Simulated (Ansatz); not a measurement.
Profile along the Ti–O line in TiO (space group C2/m)

TiO (space group C2/m)

```cif
data_O5Ti5
_chemical_formula_sum 'Ti5 O5'
_space_group_name_H-M_alt 'P 1'
_space_group_IT_number 1
_cell_length_a 5.04441
_cell_length_b 5.04441
_cell_length_c 5.75872
_cell_angle_alpha 105.795
_cell_angle_beta 105.795
_cell_angle_gamma 48.247
loop_
_space_group_symop_operation_xyz
  'x, y, z'
loop_
_atom_site_label
_atom_site_type_symbol
_atom_site_fract_x
_atom_site_fract_y
_atom_site_fract_z
_atom_site_occupancy
Ti1 Ti 0.65216 0.65216 0.32404 1
Ti2 Ti 0.34784 0.34784 0.67596 1
Ti3 Ti 0.66487 0.66487 0.83042 1
Ti4 Ti 0.33513 0.33513 0.16958 1
Ti5 Ti 0.00000 0.00000 0.50000 1
O1 O 0.50000 0.50000 0.00000 1
O2 O 0.83059 0.83059 0.16809 1
O3 O 0.16941 0.16941 0.83191 1
O4 O 0.83075 0.83075 0.65839 1
O5 O 0.16925 0.16925 0.34161 1
```

Fields along a shortest Ti–O line of a (-1 0 1) plane (2.06 Å), from Ti to O, interpolated on the slice's grid (step about 0.3 Å). All values below come from PBEsol (plane waves to 420 eV, PAW, scalar-relativistic; Ansatz, a quantum-chemistry and plane-wave program). k mesh 12×12×8. These are valence fields of a PAW run, semicore shells included where kept as valence: close to a nucleus they are smooth pseudo fields. TiO is run without spin polarisation and with no Hubbard U. TiO was relaxed with its symmetry unable to fall.

| distance from Ti (Å) | valence electron density (e/Å³) | electron localisation function |
|---|---|---|
| 0.00 | 10.16 | x |
| 0.21 | 9.61 | x |
| 0.41 | 7.07 | 0.48 |
| 0.62 | 3.06 | 0.58 |
| 0.82 | 0.87 | 0.22 |
| 1.03 | 0.53 | 0.20 |
| 1.24 | 0.80 | 0.54 |
| 1.44 | 1.85 | 0.81 |
| 1.65 | 4.22 | 0.76 |
| 1.85 | 6.86 | x |
| 2.06 | 7.62 | x |

x: too close to a nucleus for the ELF to mean much.

Density on the Ti–O line (2.06 Å) at its midpoint: 0.53 e/Å³. ELF at that point: 0.2.
